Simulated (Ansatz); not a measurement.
HfN in space group I4_1md (No. 109; Hf on 4a, N on 4a) at seven volumes, PBE (plane waves, PAW; program Ansatz), shape and atoms relaxed at each. One row is withheld.

| V (Å³/atom) | P (GPa) |
|---|---|
| 11.023 | 26.88 |
| 11.386 | ? |
| 11.750 | 7.59 |
| 12.113 | 0.00 |
| 12.476 | -6.49 |
| 12.840 | -12.02 |
| 13.203 | -16.73 |

Q: Fit the shown pressures and predict the withheld one.

A: P = (3/2)B₀(x^(7/2) − x^(5/2))[1 + (3/4)(B′ − 4)(x − 1)] with x = (V₀/V)^(2/3). Least squares on the six rows gives V₀ = 12.113 Å³/atom, B₀ = 233 GPa, B′ = 4.25. At V = 11.386, x = 1.0421 and P = 16.45 GPa. The run itself gave 16.48 GPa.

The cell is a constructed one: a structure type filled with these elements; neither database checked (COD, Materials Project) lists it. It is not the phase usual at ambient conditions (space group No. 225). The PBE relaxation kept the symmetry of its start; its stability against distortions is not shown here. The run is not spin-polarised. Spin–orbit coupling is left out wherever it is not named.

Potentials: the later of the program's two PAW sets.
